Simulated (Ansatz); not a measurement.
The relaxed structure here is a generated cell of SnSe: the first start was made by placing the elements on the sites of a structure type, and the end was not matched to a known phase here, so it may be hypothetical. Known forms of SnSe include space group No. 62.

A structure of SnSe relaxed with PBEsol (plane waves to 420 eV, PAW, scalar-relativistic; Ansatz, an electronic-structure program); single points at other levels follow on the same geometry (Ansatz, PAW; PBEsol+SOC at 420 eV on a 8×8×3 k-mesh; spin-orbit coupling only where +SOC is written). Space group P6₃mc (No. 186).

```cif
data_Se4Sn4
_chemical_formula_sum 'Sn4 Se4'
_space_group_name_H-M_alt 'P 1'
_space_group_IT_number 1
_cell_length_a 5.02231
_cell_length_b 5.02231
_cell_length_c 11.76912
_cell_angle_alpha 90.000
_cell_angle_beta 90.000
_cell_angle_gamma 120.000
loop_
_space_group_symop_operation_xyz
  'x, y, z'
loop_
_atom_site_label
_atom_site_type_symbol
_atom_site_fract_x
_atom_site_fract_y
_atom_site_fract_z
_atom_site_occupancy
Sn1 Sn 0.00000 0.00000 0.02681 1
Sn2 Sn 0.00000 0.00000 0.52681 1
Sn3 Sn 0.66667 0.33333 0.77509 1
Sn4 Sn 0.33333 0.66667 0.27509 1
Se1 Se 0.00000 0.00000 0.78493 1
Se2 Se 0.00000 0.00000 0.28493 1
Se3 Se 0.66667 0.33333 0.53879 1
Se4 Se 0.33333 0.66667 0.03879 1
```

```json
[
 {"level": "PBEsol", "gap (eV)": "0.37", "kind": "indirect", "conduction minimum": "57 % of the way from K to Γ"},
 {"level": "PBEsol+SOC", "gap (eV)": "___", "kind": "___", "conduction minimum": "___"}
]
```

### Question
Complete the blanks.

### Answer

- PBEsol+SOC, gap (eV): 0.26
- PBEsol+SOC, kind: indirect
- PBEsol+SOC, conduction minimum: 57 % of the way from K to Γ

The shift from spin-orbit coupling is approximate. No spin polarisation in the result.

The run could not lose the symmetry of its start: the end is stationary, and may be a saddle point rather than a minimum.
